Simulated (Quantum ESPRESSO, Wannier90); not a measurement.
AlN (wurtzite), plane waves to Wannier functions

```
begin unit_cell_cart
ang
    3.1285898190    0.0000000000    0.0000000000
   -1.5642949095    2.7094382613    0.0000000000
    0.0000000000    0.0000000000    5.0169600000
end unit_cell_cart
begin atoms_frac
Al  -0.3333333333  0.3333333333  0.4992900000
Al   0.3333333333 -0.3333333333 -0.0007100000
N   -0.3333333333  0.3333333333 -0.1192900000
N    0.3333333333 -0.3333333333  0.3807100000
end atoms_frac
```

Cell from Materials Project (mp-661), symmetrised, no further relaxation. COD (Crystallography Open Database) has an entry of this formula and space group (matched by these alone). Level: PBEsol, no spin polarisation, no spin-orbit coupling; pw.x of Quantum ESPRESSO at 68 Ry with PseudoDojo potentials, 12×12×6 k-points, Wannier90. Density: 12×12×6 mesh, cold smearing 0.01 Ry.

Bands 3-8 form an isolated set from -5.98 to 0.00 eV relative to the valence-band maximum (on the path) and are turned into 6 Wannier functions by minimising the spread from the start: atomic waves N 2p.

Q: Where do the functions sit, how wide are they and what are they made of?

A: 
```json
[
 {"functions": "2", "spread (Å²)": "1.37", "nearest atom, distance (Å)": "N 0.04", "second atom, distance (Å)": "Al 1.87", "weight on atomic waves": "N 2p 76 %, Al 3p 14 %, Al 3s 5 %"},
 {"functions": "4", "spread (Å²)": "1.34", "nearest atom, distance (Å)": "N 0.04", "second atom, distance (Å)": "Al 1.87", "weight on atomic waves": "N 2p 76 %, Al 3p 12 %, Al 3s 7 %"}
]
```

Ω_I = 8.07 Å², Ω_total = 8.12 Å²; the interpolated bands follow pw.x to 0.3 meV rms on the path. Only this start was tried; a symmetric start can stop on a saddle, and mixtures of these functions could lower the total by at most Ω_total − Ω_I.
